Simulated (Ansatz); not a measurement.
MoIr3:
```yaml
crystal:
  lattice:
    - [3.84714, 0.00000, 0.00000]
    - [0.00000, 3.84714, 0.00000]
    - [0.00000, 0.00000, 3.84714]
  atoms:
    - { symbol: Ir, position: [0.00000, 0.50000, 0.50000] }
    - { symbol: Ir, position: [0.50000, 0.50000, 0.00000] }
    - { symbol: Ir, position: [0.50000, 0.00000, 0.50000] }
    - { symbol: Mo, position: [0.00000, 0.00000, 0.00000] }
```

Relaxed with PBEsol. Special points in fractions of this cell's reciprocal vectors: Γ (0.000, 0.000, 0.000); X (0.000, 0.500, 0.000); M (0.500, 0.500, 0.000); R (0.500, 0.500, 0.500).

Problem. List the band energies nearest the Fermi level at these points for the program Ansatz at the PBEsol level (PAW).

Solution. In eV from the Fermi level; about four levels below and three above (degenerate sets whole), none deeper than 8.9 eV; points with the same levels are listed once.

```csv
k,below,above
Γ,-3.47 -3.47 -3.47 -0.81 -0.81,0.85 1.48 1.48 1.48
X,-0.64 -0.64 -0.24 -0.06,1.06 1.48 3.01
M,-1.38 -0.40 -0.04 -0.04,2.95 2.95 4.32
R,-0.83 -0.19 -0.19 -0.19,0.89 0.89 0.89
```

Space group Pm-3m (Cu3Au type). The cell is a constructed one: a structure type filled with these elements; neither database checked (COD, Materials Project) lists it. COD files the formula under space group No. 194. Whether it is the stable phase at ambient conditions was not checked. The cell was relaxed with PBEsol under the symmetry of its start; its stability against distortions is not shown here. The run is not spin-polarised. Scalar-relativistic: spin–orbit coupling is off unless named, which matters more the heavier the elements.

Potentials: the earlier of the program's two PAW sets. The files were generated under PBE; for other functionals the program regenerates the frozen cores, and for LDA and PBEsol the local potential too.
